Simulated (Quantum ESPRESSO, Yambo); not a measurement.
# AlO2H: DFT and GW levels

```
CELL_PARAMETERS angstrom
      2.86155     0.00000     0.00000
      0.00000     4.26348     0.00000
      0.00000     0.00000     4.76997
ATOMIC_POSITIONS crystal
  H  0.50000 0.19451 0.97696
  H  0.00000 0.80549 0.47696
  O  0.00000 0.50252 0.64878
  O  0.50000 0.49748 0.14878
  O  0.00000 0.00094 0.34855
  O  0.50000 0.99906 0.84855
  Al 0.50000 0.27634 0.49112
  Al 0.00000 0.72366 0.99112
```

The geometry is that of Materials Project entry mp-23807, symmetrised and not relaxed again.

Starting point: PBEsol (Quantum ESPRESSO, PseudoDojo norm-conserving, 84 Ry, scalar-relativistic). G0W0 in Yambo: 4×4×4 Γ-centred k mesh, 112 bands and a 8 Ry block in the screening, 112 bands in G with the Bruneval-Gonze terminator, plasmon pole fitted at 27.2 eV.

```yaml
PBEsol gap along the band path: 5.60 eV
PBEsol gap between the mesh's edge points (Γ → Γ): 5.60 eV
G0W0 gap between the same points: 7.95 eV
```

```json
[
 {"k point": "Γ", "band": "VB", "E PBEsol (eV)": "0.00", "E QP (eV)": "-1.29", "shift (eV)": "-1.29", "Z": "0.82"},
 {"k point": "Γ", "band": "CB", "E PBEsol (eV)": "5.60", "E QP (eV)": "6.66", "shift (eV)": "1.06", "Z": "0.85"},
 {"k point": "(0, -0.5, 0)", "band": "VB", "E PBEsol (eV)": "-0.01", "E QP (eV)": "-1.33", "shift (eV)": "-1.32", "Z": "0.81"},
 {"k point": "(0, -0.5, 0)", "band": "CB", "E PBEsol (eV)": "7.87", "E QP (eV)": "9.15", "shift (eV)": "1.29", "Z": "0.85"},
 {"k point": "(0, -0.5, -0.5)", "band": "VB", "E PBEsol (eV)": "-0.99", "E QP (eV)": "-2.43", "shift (eV)": "-1.44", "Z": "0.81"},
 {"k point": "(0, -0.5, -0.5)", "band": "CB", "E PBEsol (eV)": "9.08", "E QP (eV)": "10.48", "shift (eV)": "1.40", "Z": "0.85"},
 {"k point": "(-0.5, 0, 0)", "band": "VB", "E PBEsol (eV)": "-1.10", "E QP (eV)": "-2.55", "shift (eV)": "-1.45", "Z": "0.81"},
 {"k point": "(-0.5, 0, 0)", "band": "CB", "E PBEsol (eV)": "10.28", "E QP (eV)": "11.82", "shift (eV)": "1.54", "Z": "0.85"},
 {"k point": "(-0.5, 0, -0.5)", "band": "VB", "E PBEsol (eV)": "-0.63", "E QP (eV)": "-2.03", "shift (eV)": "-1.40", "Z": "0.81"},
 {"k point": "(-0.5, 0, -0.5)", "band": "CB", "E PBEsol (eV)": "9.59", "E QP (eV)": "10.94", "shift (eV)": "1.35", "Z": "0.86"},
 {"k point": "(-0.5, -0.5, 0)", "band": "VB", "E PBEsol (eV)": "-0.58", "E QP (eV)": "-1.96", "shift (eV)": "-1.38", "Z": "0.81"},
 {"k point": "(-0.5, -0.5, 0)", "band": "CB", "E PBEsol (eV)": "10.31", "E QP (eV)": "11.88", "shift (eV)": "1.57", "Z": "0.85"},
 {"k point": "(-0.5, -0.5, -0.5)", "band": "VB", "E PBEsol (eV)": "-0.69", "E QP (eV)": "-2.10", "shift (eV)": "-1.41", "Z": "0.81"},
 {"k point": "(-0.5, -0.5, -0.5)", "band": "CB", "E PBEsol (eV)": "9.13", "E QP (eV)": "10.51", "shift (eV)": "1.38", "Z": "0.85"}
]
```

Energies count from the PBEsol valence-band maximum.

Convergence of the G0W0 settings was not tested.
